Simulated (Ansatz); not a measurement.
## MgCd2S3 (P3m1) at 2 levels of theory

One geometry, relaxed with PBE; plane waves with PAW potentials in Ansatz, scalar-relativistic. No spin polarisation. Gaps are the least over mesh and band path; pressure is positive in compression.

```cif
data_structure
_symmetry_space_group_name_H-M 'P3m1'
_symmetry_Int_Tables_number 156
_cell_length_a 4.1486
_cell_length_b 4.1486
_cell_length_c 20.1666
_cell_angle_alpha 90.000
_cell_angle_beta 90.000
_cell_angle_gamma 120.000
_cell_volume 300.58
loop_
_atom_site_label
_atom_site_type_symbol
_atom_site_symmetry_multiplicity
_atom_site_Wyckoff_symbol
_atom_site_fract_x
_atom_site_fract_y
_atom_site_fract_z
_atom_site_occupancy
Mg1 Mg 1 a 0.00000 0.00000 0.50220 1
Mg2 Mg 1 a 0.00000 0.00000 0.83133 1
Cd1 Cd 1 c 0.66667 0.33333 0.99755 1
Cd2 Cd 1 c 0.66667 0.33333 0.33950 1
Cd3 Cd 1 c 0.66667 0.33333 0.66871 1
Cd4 Cd 1 a 0.00000 0.00000 0.16831 1
S1 S 1 c 0.66667 0.33333 0.12495 1
S2 S 1 c 0.66667 0.33333 0.46688 1
S3 S 1 c 0.66667 0.33333 0.79600 1
S4 S 1 a 0.00000 0.00000 0.29578 1
S5 S 1 a 0.00000 0.00000 0.62483 1
S6 S 1 a 0.00000 0.00000 0.95396 1
```

```tsv
level	cutoff (eV)	k mesh	gap (eV)	pressure (GPa)
PBE	420	6×6×2	1.53	0.0
```

What comes out on the same cell with r2SCAN?

```csv
level,cutoff (eV),k mesh,gap (eV),pressure (GPa)
r2SCAN,500,6×6×2,2.00,-1.3
```

The cell was found from a structure generator's guess, not taken from experiment.
